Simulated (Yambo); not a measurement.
Be₂C (space group Fm-3m, No. 225) under isotropic strain of -1.5 % on all lattice vectors: how the kernel and the scissor change the optical response along x (Yambo; 16×16×16 mesh, 16 bands, 4 Ry local-field block, 0.2 eV broadening).

```tsv
level	ε(0)	highest point of Im ε up to 20 eV
independent particles on PBEsol bands	7.13	7.62 eV
RPA with local fields on PBEsol bands	6.62	7.75 eV
RPA with local fields on PBEsol bands shifted by a G0W0 scissor of 1.30 eV	5.87	9.00 eV
TDDFT with the long-range kernel (α = 0.57, from Botti's fit to the run's own RPA ε∞) on PBEsol bands shifted by a G0W0 scissor of 1.30 eV	7.26	8.12 eV
```

Energies lie on a grid of 0.125 eV. The kernel's α comes from the scissored RPA value.

Electronic response only. Convergence of the RPA response with its 16×16×16 mesh was not tested. The scissor comes from a G0W0 run whose convergence isn't established.

Geometry strained from the cell relaxed with PBEsol, atoms relaxed again; primitive cell a = 3.006 Å, b = 3.006 Å, c = 3.006 Å, α = 60.00°, β = 60.00°, γ = 60.00°.
